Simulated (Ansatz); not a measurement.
Mo₆PbS₈, in the lowest among the structures calculated here: R-3, hexagonal axes (No. 148), hR15; a = 9.088 Å, b = 9.088 Å, c = 11.443 Å, α = 90.00°, β = 90.00°, γ = 120.00°; Mo 18f (0.015, 0.177, 0.401); Pb 3a (0.000, 0.000, 0.000); S 18f (0.008, 0.375, 0.249); S 6c (0.000, 0.000, 0.244). These are PBEsol (plane waves to 420 eV, PAW, scalar-relativistic; Ansatz, a program for electronic structure) values and carry that method's errors. Element references, the lowest calculated here: Pb (Fm-3m), Mo (Im-3m), S (Fddd).

Task: Give the formation energy of this R-3 form of Mo6PbS8 from the elements at the level PBEsol.

Result: -0.76 eV/atom.

Task: Is it stable against the other phases calculated?

Result: No: Mo6PbS8 → 2 Mo + 4 MoS2 + Pb (MoS2 P6₃/mmc, Mo Im-3m, Pb Fm-3m) releases 0.02 eV/atom.

This is the hull of the energies calculated here, no anion corrections; phases that were not calculated are missing from it. Values are rounded to 0.01 eV/atom. Spin-orbit coupling is missing from these energies, which matters for elements this heavy. The compounds carry no spin polarisation.
